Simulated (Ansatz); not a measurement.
Problem. Name crystals whose computed values (DFT-r²SCAN in the program Ansatz with PAW potentials) fall in these windows: gap (eV) 1.3 to 1.8; B₀ by P(V) fit (GPa) 16 to 19; HSE06 gap (eV) 2.0 to 2.5.

Solution. 

```json
[
 {"crystal": "K2Pt, fluorite or antifluorite type", "gap (eV)": "1.57", "B₀ by P(V) fit (GPa)": "17.0", "HSE06 gap (eV)": "2.24"},
 {"crystal": "Cs2Pt3Se4, Fmmm (Cs on 8i, Pt on 8e, Pt on 4a, Se on 16m)", "gap (eV)": "1.52", "B₀ by P(V) fit (GPa)": "16.6", "HSE06 gap (eV)": "2.22"}
]
```
Others may fit too.

Standing as an ambient phase not checked: K2Pt, fluorite or antifluorite type; Cs2Pt3Se4, Fmmm (Cs on 8i, Pt on 8e, Pt on 4a, Se on 16m). All cells were relaxed under the symmetry of their starts (and spin orders); stability against distortions was not tested throughout. Rows with no word on spin ran without spin polarisation. Scalar-relativistic: spin–orbit coupling is off unless named, which matters more the heavier the elements.

Potentials: the later of the program's two PAW sets.
